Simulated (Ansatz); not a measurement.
## AlIn₂N₃: start and end of a relaxation

Recipe of this trial structure of AlIn₂N₃: random cell by space group and Wyckoff sites (P4/mmm, No. 123). Its size is a rough estimate.

start:

Space group P4/mmm (No. 123). a = 4.213 Å, b = 4.213 Å, c = 6.098 Å, α = 90.00°, β = 90.00°, γ = 90.00°
| atom | site | symmetry | x | y | z |
| --- | --- | --- | --- | --- | --- |
| Al | 1d | 4/mmm | 0.5000 | 0.5000 | 0.5000 |
| In | 2f | mmm. | 0.5000 | 0.0000 | 0.0000 |
| N | 2e | mmm. | 0.5000 | 0.0000 | 0.5000 |
| N | 1c | 4/mmm | 0.5000 | 0.5000 | 0.0000 |

Computed with DFT PBE, scalar-relativistic, plane waves, PAW in Ansatz. Cutoff 420 eV, Gaussian smearing, Γ-centred meshes. Cell and atoms relax first on a coarse mesh and then on a finer one. In between, the cell is made exact in the group found at 0.06 Å. In metals the finer mesh still leaves noise of several meV/atom or more. The steps can't lower the symmetry of their start. No spin polarisation in the relaxation; trial moments died out in a coarse test.

end:

Space group P4/mmm (No. 123). a = 4.597 Å, b = 4.597 Å, c = 4.128 Å, α = 90.00°, β = 90.00°, γ = 90.00°
| atom | site | symmetry | x | y | z |
| --- | --- | --- | --- | --- | --- |
| Al | 1d | 4/mmm | 0.5000 | 0.5000 | 0.5000 |
| In | 2f | mmm. | 0.5000 | 0.0000 | 0.0000 |
| N | 2e | mmm. | 0.5000 | 0.0000 | 0.5000 |
| N | 1c | 4/mmm | 0.5000 | 0.5000 | 0.0000 |

The symmetry stays P4/mmm (No. 123). The volume per atom shrinks by 19.4 %, from 18.0 to 14.5 Å³. The shortest distance goes from 2.11 Å (Al–N and In–N) to 2.06 Å (Al–N and In–N). The ratio c/a of the conventional cell changes by a factor of 0.62. The energy falls by about 0.61 eV/atom (the start's value is from the coarse mesh).

```yaml
Volume_per_atom: 14.54 Å³
Density: 5.69 g/cm³
Energy_over_the_elements: +0.48 eV/atom
Gap_on_the_8×8×10_mesh_of_the_6-atom_cell: 0 eV (a metal)
```

The zero of energy is the elements' standard structures at the same level (N₂ as a molecule); no fitted shifts are applied. The separate elements lie lower, so it is unstable against them.

The last run used Gaussian smearing of 0.10 eV. Symmetry constrained the relaxation, so the result can be a saddle point. In all, the 3 runs took 3.9 min on 1 thread of Intel(R) Xeon(R) Processor @ 2.50GHz (Skylake/Cascade Lake), with other jobs on the host.
